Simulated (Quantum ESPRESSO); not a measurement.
## GaAl2InP4 (input and log of a self-consistent run)

Computed values, not a measurement. The program is pw.x of Quantum ESPRESSO 7.5 (plane-wave density functional theory). The cell is made up: 8 atoms on a zincblende/diamond lattice, with randomly drawn elements, strain and displacements, not relaxed. PseudoDojo standard norm-conserving files (v0.5 for PBE, v0.4.1 for LDA and PBEsol) set the functional; there is no spin polarisation, spin-orbit coupling or dispersion term, and the masses in the input are unused placeholders.

Input:

```
&control calculation='scf', pseudo_dir='./dojo.nc.sr.pbe.v0_5.standard.upf', outdir='./o', disk_io='medium', tprnfor=.true., tstress=.true. /
&system ibrav=0, nat=8, ntyp=4, nbnd=32, ecutwfc=101.20763327, nosym=.true., tot_charge=0,
 occupations='smearing', smearing='fd', degauss=0.0018374661
/
&electrons conv_thr=7.350e-09, electron_maxstep=60, /
ATOMIC_SPECIES
Al 1.0 Al.upf
Ga 1.0 Ga.upf
In 1.0 In.upf
P 1.0 P.upf
CELL_PARAMETERS angstrom
5.6645 0.0452 0.0006
0.0452 5.547 0.0005
0.0006 0.0005 5.6028
ATOMIC_POSITIONS angstrom
Ga 0.0402 -0.0873 -0.021
Al 0.0137 2.7545 2.7494
In 2.8549 0.1145 2.803
Al 2.7522 2.8157 -0.0045
P 1.4872 1.4365 1.4449
P 1.5475 4.1813 4.2135
P 4.2824 1.425 4.2354
P 4.2596 4.2163 1.3286
K_POINTS automatic
6 6 6 1 1 1
```

The log is shortened where brackets say so; the opening notice, blank lines, dates and the lines on written files are dropped, and the path of the files is cut. It prints rydbergs, bohrs and kilobars, and counts compression as positive stress.

```
     Program PWSCF v.7.5
     Parallel version (MPI & OpenMP), running on       1 processor cores
     Number of MPI processes:                 1
     Threads/MPI process:                     1
     [start-up lines left out]
     bravais-lattice index     =            0
     lattice parameter (alat)  =      10.7047  a.u.
     unit-cell volume          =    1187.9365 (a.u.)^3
     number of atoms/cell      =            8
     number of atomic types    =            4
     number of electrons       =        52.00
     number of Kohn-Sham states=           32
     kinetic-energy cutoff     =     101.2076  Ry
     charge density cutoff     =     404.8305  Ry
     scf convergence threshold =      7.3E-09
     mixing beta               =       0.7000
     number of iterations used =            8  plain     mixing
     Exchange-correlation= PBE
                           (   1   4   3   4   0   0   0)
     [axes and pseudopotential details left out]
   Cartesian axes
     site n.     atom                  positions (alat units)
         1        Ga     tau(   1) = (   0.0070966  -0.0154113  -0.0037072  )
         2        Al     tau(   2) = (   0.0024185   0.4862587   0.4853584  )
         3        In     tau(   3) = (   0.5039825   0.0202130   0.4948205  )
         4        Al     tau(   4) = (   0.4858527   0.4970625  -0.0007944  )
         5        P      tau(   5) = (   0.2625391   0.2535889   0.2550718  )
         6        P      tau(   6) = (   0.2731840   0.7381352   0.7438195  )
         7        P      tau(   7) = (   0.7559826   0.2515588   0.7476856  )
         8        P      tau(   8) = (   0.7519577   0.7443138   0.2345410  )
     number of k points=   108  Fermi-Dirac smearing, width (Ry)=  0.0018
     Number of k-points >= 100: set verbosity='high' to print them.
     Dense  grid:   163433 G-vectors     FFT dimensions: (  72,  72,  72)
     Estimated max dynamical RAM per process >     210.01 MB
     Initial potential from superposition of free atoms
     starting charge      51.9880, renormalised to      52.0000
     Starting wfcs are   42 randomized atomic wfcs
     total cpu time spent up to now is       46.8 secs
     per-process dynamical memory:   130.9 Mb
     Self-consistent Calculation
     iteration #  1     ecut=   101.21 Ry     beta= 0.70
     Davidson diagonalization with overlap
     ethr =  1.00E-02,  avg # of iterations =  4.1
     Threshold (ethr) on eigenvalues was too large:
     Diagonalizing with lowered threshold
     Davidson diagonalization with overlap
     ethr =  7.03E-04,  avg # of iterations =  1.9
     total cpu time spent up to now is      255.4 secs
     total energy              =    -350.63688278 Ry
     estimated scf accuracy    <       0.37652617 Ry
     iteration #  2     ecut=   101.21 Ry     beta= 0.70
     Davidson diagonalization with overlap
     ethr =  7.24E-04,  avg # of iterations =  2.1
     total cpu time spent up to now is      378.6 secs
     total energy              =    -350.72695299 Ry
     estimated scf accuracy    <       0.07984489 Ry
     iteration #  3     ecut=   101.21 Ry     beta= 0.70
     Davidson diagonalization with overlap
     ethr =  1.54E-04,  avg # of iterations =  3.7
     total cpu time spent up to now is      489.9 secs
     total energy              =    -350.74119611 Ry
     estimated scf accuracy    <       0.00514271 Ry
     iteration #  4     ecut=   101.21 Ry     beta= 0.70
     Davidson diagonalization with overlap
     c_bands:  1 eigenvalues not converged
     c_bands:  1 eigenvalues not converged
     c_bands:  1 eigenvalues not converged
     c_bands:  1 eigenvalues not converged
     c_bands:  1 eigenvalues not converged
     c_bands:  1 eigenvalues not converged
     ethr =  9.89E-06,  avg # of iterations = 12.2
     total cpu time spent up to now is      632.1 secs
     total energy              =    -350.74249435 Ry
     estimated scf accuracy    <       0.00223446 Ry
     iteration #  5     ecut=   101.21 Ry     beta= 0.70
     Davidson diagonalization with overlap
     c_bands:  1 eigenvalues not converged
     ethr =  4.30E-06,  avg # of iterations =  3.6
     total cpu time spent up to now is      741.6 secs
     total energy              =    -350.74287881 Ry
     estimated scf accuracy    <       0.00010579 Ry
     iteration #  6     ecut=   101.21 Ry     beta= 0.70
     Davidson diagonalization with overlap
     ethr =  2.03E-07,  avg # of iterations =  3.8
     total cpu time spent up to now is      836.5 secs
     total energy              =    -350.74290282 Ry
     estimated scf accuracy    <       0.00001377 Ry
     iteration #  7     ecut=   101.21 Ry     beta= 0.70
     Davidson diagonalization with overlap
     ethr =  2.65E-08,  avg # of iterations =  3.5
     total cpu time spent up to now is      952.7 secs
     total energy              =    -350.74290662 Ry
     estimated scf accuracy    <       0.00000142 Ry
     iteration #  8     ecut=   101.21 Ry     beta= 0.70
     Davidson diagonalization with overlap
     ethr =  2.74E-09,  avg # of iterations =  3.1
     total cpu time spent up to now is     1102.0 secs
     total energy              =    -350.74290709 Ry
     estimated scf accuracy    <       0.00000006 Ry
     iteration #  9     ecut=   101.21 Ry     beta= 0.70
     Davidson diagonalization with overlap
     ethr =  1.22E-10,  avg # of iterations =  4.8
     total cpu time spent up to now is     1238.2 secs
     total energy              =    -350.74290712 Ry
     estimated scf accuracy    <       0.00000003 Ry
     iteration # 10     ecut=   101.21 Ry     beta= 0.70
     Davidson diagonalization with overlap
     ethr =  5.99E-11,  avg # of iterations =  2.0
     total cpu time spent up to now is     1347.2 secs
     End of self-consistent calculation
     [lines on levels left out]
!    total energy              =    -350.74290713 Ry
     estimated scf accuracy    <          1.3E-09 Ry
     smearing contrib. (-TS)   =      -0.00000000 Ry
     internal energy E=F+TS    =    -350.74290713 Ry
     The total energy is F=E-TS. E is the sum of the following terms:
     one-electron contribution =    -159.85142289 Ry
     hartree contribution      =     111.76801067 Ry
     xc contribution           =    -102.76881560 Ry
     ewald contribution        =    -199.89067931 Ry
     convergence has been achieved in  10 iterations
     Forces acting on atoms (cartesian axes, Ry/au):
     atom    1 type  2   force =    -0.00074511    0.02458612    0.00632116
     atom    2 type  1   force =    -0.00601302    0.01791586    0.01910720
     atom    3 type  3   force =     0.03079416   -0.03523816    0.01550758
     atom    4 type  1   force =     0.04839839   -0.01453204    0.01045665
     atom    5 type  4   force =    -0.07589286    0.03365872   -0.06825601
     atom    6 type  4   force =    -0.06691132   -0.02958389   -0.00853732
     atom    7 type  4   force =     0.04102162    0.04609523    0.03497132
     atom    8 type  4   force =     0.02934814   -0.04290184   -0.00957058
     Total force =     0.176809     Total SCF correction =     0.000080
     Computing stress (Cartesian axis) and pressure
          total   stress  (Ry/bohr**3)                   (kbar)     P=       19.19
   0.00006870  -0.00012209   0.00005648           10.11      -17.96        8.31
  -0.00012209   0.00017176  -0.00009296          -17.96       25.27      -13.67
   0.00005648  -0.00009296   0.00015090            8.31      -13.67       22.20
     init_run     :     42.87s CPU     46.53s WALL (       1 calls)
     electrons    :   1217.76s CPU   1300.48s WALL (       1 calls)
     forces       :     18.77s CPU     18.98s WALL (       1 calls)
     stress       :     71.20s CPU     74.68s WALL (       1 calls)
     [timing details left out]
     PWSCF        :  22m31.25s CPU  24m 2.32s WALL
     JOB DONE.
```

In other units: free energy -4772.100 eV for the cell, pressure 1.92 GPa, largest force component 1.951 eV/Å. This run is the check on a run of the same cell at 1088 eV and a 4 x 4 x 4 mesh: rerunning at 1377 eV and a 6 x 6 x 6 mesh moved values by no more than 0.007 eV in energy, 0.02 GPa in stress and 0.002 eV/Å in force.